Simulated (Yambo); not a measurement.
```
KCl
1.0
    0.00000     3.07410     3.07410
    3.07410     0.00000     3.07410
    3.07410     3.07410     0.00000
Cl K
1 1
Direct
  0.50000   0.50000   0.50000
  0.00000   0.00000   0.00000
```

Response from Yambo on PBEsol (Quantum ESPRESSO, PseudoDojo norm-conserving, 74 Ry, scalar-relativistic) bands: 10×10×10 mesh, 42 bands, 4 Ry local-field block, 0.2 eV broadening.

Problem. Give the static electronic dielectric constant without and with local fields.

Solution. 
```json
[
 {"field along": "x", "ε(0), independent particles": "2.70", "ε(0), RPA with local fields": "2.28", "refractive index √ε": "1.51"}
]
```
Electronic (clamped-ion) response only. PBEsol gaps are usually too small, which raises these values. Convergence of the RPA response with its 10×10×10 mesh was not tested.

Geometry strained from the cell relaxed with PBEsol, atoms relaxed again.
